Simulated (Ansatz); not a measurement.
Starting cell, As (A7 type, space group R-3m):

```
CELL_PARAMETERS angstrom
      1.89173     1.09219     3.36977
     -1.89173     1.09219     3.36977
      0.00000    -2.18438     3.36977
ATOMIC_POSITIONS crystal
  As 0.23028 0.23028 0.23028
  As 0.76972 0.76972 0.76972
```

In this cell atom 2 (As, nearest neighbour As at 2.535 Å; its periodic images, 3.8 Å or more away, move with it) is moved by s along Cartesian z, unit vector (0.000, 0.000, 1.000); all other atoms and the cell stay fixed.

Computed with PBE-D3(BJ) (plane waves to 420 eV, PAW, scalar-relativistic; Ansatz, an electronic-structure program). k mesh 9×9×9 (Γ-centred), Fermi-Dirac smearing 0.05 eV. Energies are smeared free energies. Compression counts positive. With partly filled bands, energies and forces of such displacements shift with the k mesh and the smearing. F∥ is the force on the atom along that direction. As was relaxed with its symmetry unable to fall. The zero of ΔE is the undisplaced structure.

| s (Å) | F∥ (eV/Å) | P (GPa) | ΔE (meV/cell) |
|---|---|---|---|
| -0.250 | (withheld) | -4.4 | 168 |
| -0.200 | 0.942 | -3.8 | 121 |
| -0.150 | (withheld) | -3.0 | 76 |
| -0.100 | 0.666 | -2.1 | 37 |
| -0.050 | 0.385 | -1.0 | 10 |
| 0.000 | 0.017 | 0.0 | 0 |
| 0.050 | (withheld) | 1.1 | 9 |
| 0.100 | -0.841 | 2.4 | 40 |
| 0.150 | -1.295 | 3.7 | 94 |
| 0.200 | -1.751 | 5.1 | 170 |
| 0.250 | -2.195 | 6.6 | (withheld) |

Problem. Some entries are withheld; supply them.

Solution. 
- -0.250, F∥ (eV/Å): 0.920
- -0.150, F∥ (eV/Å): 0.859
- 0.050, F∥ (eV/Å): -0.399
- 0.250, ΔE (meV/cell): 269

(A displaced cell: forces are minus the slopes of the energy, force constants its curvatures, and phonons follow from these.)
